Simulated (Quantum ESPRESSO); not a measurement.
# Band energies of TlBr at +0.5 % isotropic strain

```
TlBr
1.0
    3.93324     0.00000     0.00000
    0.00000     3.93324     0.00000
    0.00000     0.00000     3.93324
Br Tl
1 1
Cartesian
  1.96662   1.96662   1.96662
  0.00000   0.00000   0.00000
```

norm-conserving PBE (stringent potentials; Quantum ESPRESSO, 90 Ry, no spin-orbit coupling); path ΓXMΓRX,MR; energies in eV from the valence-band maximum.

```
k (1/Å)  point  band 15  band 16  band 17  band 18  band 19  band 20  band 21  band 22
-------  -----  -------  -------  -------  -------  -------  -------  -------  -------
0.00         Γ    -9.99    -4.74    -1.46    -1.46    -1.46     6.91     7.35     7.35
0.23              -9.99    -4.95    -1.37    -1.37    -1.33     5.56     7.04     7.04
0.46              -9.99    -5.38    -1.15    -1.15    -0.88     3.62     6.36     6.36
0.80         X    -9.99    -5.76    -0.92    -0.92     0.00     1.77     5.75     5.75
1.03             -10.00    -5.58    -1.56    -0.91    -0.43     2.47     5.43     5.98
1.26              -9.99    -5.03    -2.52    -1.51    -0.88     3.68     5.05     6.60
1.60         M    -9.93    -3.83    -3.18    -3.18    -0.84     4.90     4.90     7.49
1.80              -9.96    -4.49    -3.06    -2.21    -0.86     4.35     4.99     7.10
2.01             -10.01    -5.01    -2.74    -0.95    -0.94     3.58     5.23     6.62
2.32             -10.01    -5.12    -2.03    -1.20    -0.55     4.39     5.81     6.70
2.52             -10.00    -4.89    -1.63    -1.39    -1.15     6.06     6.34     7.11
2.73         Γ    -9.99    -4.74    -1.46    -1.46    -1.46     6.91     7.35     7.35
3.02             -10.01    -4.98    -1.63    -1.63    -0.76     5.67     6.15     6.15
3.22             -10.01    -5.09    -1.84    -1.84    -0.29     4.76     5.40     5.40
3.52             -10.01    -4.67    -2.10    -2.10    -1.00     3.90     3.90     5.10
3.72              -9.98    -3.96    -2.15    -2.15    -1.71     2.94     2.94     4.34
3.91              -9.94    -3.10    -2.13    -2.13    -2.13     2.25     2.25     2.80
4.11         R    -9.93    -2.75    -2.10    -2.10    -2.10     2.00     2.00     2.00
4.21              -9.93    -2.83    -2.15    -2.14    -2.08     2.05     2.11     2.22
4.42              -9.95    -3.53    -2.31    -2.06    -1.94     2.43     2.83     3.63
4.62              -9.97    -4.44    -2.33    -1.67    -1.63     3.16     3.55     5.48
4.93             -10.01    -5.43    -1.68    -1.18    -0.64     2.88     4.69     6.49
5.14              -9.99    -5.72    -1.05    -0.96    -0.09     1.94     5.60     5.87
5.24         X    -9.99    -5.76    -0.92    -0.92     0.00     1.77     5.75     5.75
5.24         M    -9.93    -3.83    -3.18    -3.18    -0.84     4.90     4.90     7.49
5.54              -9.93    -3.58    -2.91    -2.91    -1.29     3.89     3.89     5.04
5.74              -9.93    -3.18    -2.51    -2.51    -1.77     2.83     2.83     3.26
6.04         R    -9.93    -2.75    -2.10    -2.10    -2.10     2.00     2.00     2.00
```

The PBE gap is direct, 1.77 eV at X.

Spin-orbit coupling is left out; with 6p states at a band edge it can lower the gap by many tenths of an eV, most of a small gap.

Geometry strained from the cell relaxed with PBEsol, atoms relaxed again.
